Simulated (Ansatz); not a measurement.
SiB₂Os₂:
```xyz
5
Lattice="1.4438 -6.5149 0.0000 1.4438 6.5149 0.0000 0.0000 0.0000 2.7928" Properties=species:S:1:pos:R:3 pbc="T T T"
Si     0.0000     0.0000     0.0000
Os     1.4438     1.7258     1.3964
Os     1.4438    -1.7258     1.3964
B      1.4438     3.7493     0.0000
B      1.4438    -3.7493     0.0000
```

Relaxed with r²SCAN.

### Question
Give the Bader charges and basin volumes of the independent atoms, the program Ansatz at the r²SCAN level (PAW).

### Answer


```json
[
 {"atom": "Si1", "Bader charge (e)": "+0.68", "Bader volume (Å³)": "10.4"},
 {"atom": "Os2", "Bader charge (e)": "-0.25", "Bader volume (Å³)": "14.8"},
 {"atom": "B4", "Bader charge (e)": "-0.09", "Bader volume (Å³)": "6.3"}
]
```

Space group Cmmm. The start of the workflow was typed in or built on a structure type; neither database checked (COD, Materials Project) lists it. Whether it is the stable phase at ambient conditions was not checked. Symmetry was held in the r²SCAN relaxation; its stability against distortions is not shown here. No spin polarisation was allowed. Its formation energy is positive at this level, so the cell may be metastable or incomplete. Scalar-relativistic: spin–orbit coupling is off unless named, which matters more the heavier the elements.

Potentials: the later of the program's two PAW sets.
